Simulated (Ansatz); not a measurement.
## Does this entry for Sr2P7Br lie near equilibrium?

The cell is a computed structure from the Materials Project (it need not be an observed phase), taken as it stands.

```cif
data_Sr2P7Br
_symmetry_space_group_name_H-M 'P2_13'
_symmetry_Int_Tables_number 198
_cell_length_a 9.8898
_cell_length_b 9.8898
_cell_length_c 9.8898
_cell_angle_alpha 90.000
_cell_angle_beta 90.000
_cell_angle_gamma 90.000
loop_
_atom_site_label
_atom_site_type_symbol
_atom_site_symmetry_multiplicity
_atom_site_Wyckoff_symbol
_atom_site_fract_x
_atom_site_fract_y
_atom_site_fract_z
Sr1 Sr 4 a 0.6475 0.1475 0.3525
Sr5 Sr 4 a 0.9134 0.4134 0.0866
P9 P 4 a 0.4632 0.9632 0.5368
P13 P 12 b 0.2180 0.9441 0.1194
P25 P 12 b 0.2017 0.8872 0.7308
Br Br 4 a 0.0967 0.5967 0.9033
```

One atom of each set is listed.

Method: Kohn–Sham DFT in Ansatz, PBE, plane waves and PAW, scalar-relativistic, 420 eV cutoff, Γ-centred 3×3×3 k-points, Fermi–Dirac smearing 0.05 eV.

Q: Do the atoms and the cell lie near the calculated equilibrium?

A: Nearly. The largest force is 0.35 eV/Å, on atom 35 (P: 3 P at 2.15–2.27 Å; also 1 Sr at 3.35 Å), and the pressure is 1.2 GPa. Relaxing the atoms is still advisable, since electric field gradients respond to shifts of a few hundredths of an ångström.
